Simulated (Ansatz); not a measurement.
WS2:
```xyz
6
Lattice="3.1717 0.0000 0.0000 -1.5859 2.7468 0.0000 0.0000 0.0000 12.5517" Properties=species:S:1:pos:R:3 pbc="T T T"
W      0.0000     1.8312     3.1379
W      1.5859     0.9156     9.4137
S      0.0000     1.8312     7.8532
S      1.5859     0.9156     1.5773
S      1.5859     0.9156     4.6985
S      0.0000     1.8312    10.9743
```

Relaxed with r²SCAN+D4. Special points in fractions of this cell's reciprocal vectors: Γ (0.000, 0.000, 0.000); M (0.500, 0.000, 0.000); K (0.333, 0.333, 0.000); A (0.000, 0.000, 0.500); L (0.500, 0.000, 0.500); H (0.333, 0.333, 0.500).

Q: List the band energies nearest the valence-band maximum at these points for DFT-r²SCAN+D4 with spin–orbit coupling in the program Ansatz with PAW potentials.

A: In eV from the valence-band maximum; about four levels below and three above (degenerate sets whole), none deeper than 8.9 eV; points with the same levels are listed once.

```json
[
 {"k": "Γ", "below": "-1.11 -1.11 0.00 0.00", "above": "2.32 2.32 2.34 2.34"},
 {"k": "M", "below": "-1.68 -1.68 -1.57 -1.57", "above": "2.27 2.27 2.30 2.30"},
 {"k": "K", "below": "-0.92 -0.92 -0.45 -0.45", "above": "1.23 1.23 1.27 1.27"},
 {"k": "A", "below": "-0.33 -0.33 -0.33 -0.33", "above": "2.35 2.35 2.35 2.35"},
 {"k": "L", "below": "-1.62 -1.62 -1.62 -1.62", "above": "2.28 2.28 2.28 2.28"},
 {"k": "H", "below": "-0.91 -0.91 -0.48 -0.48", "above": "1.24 1.24 1.27 1.27"}
]
```

Space group P6_3/mmc. The cell was relaxed with r²SCAN+D4 under the symmetry of its start; of distortions, only those at the zone centre were tested. The run is not spin-polarised.

Potentials: the later of the program's two PAW sets.
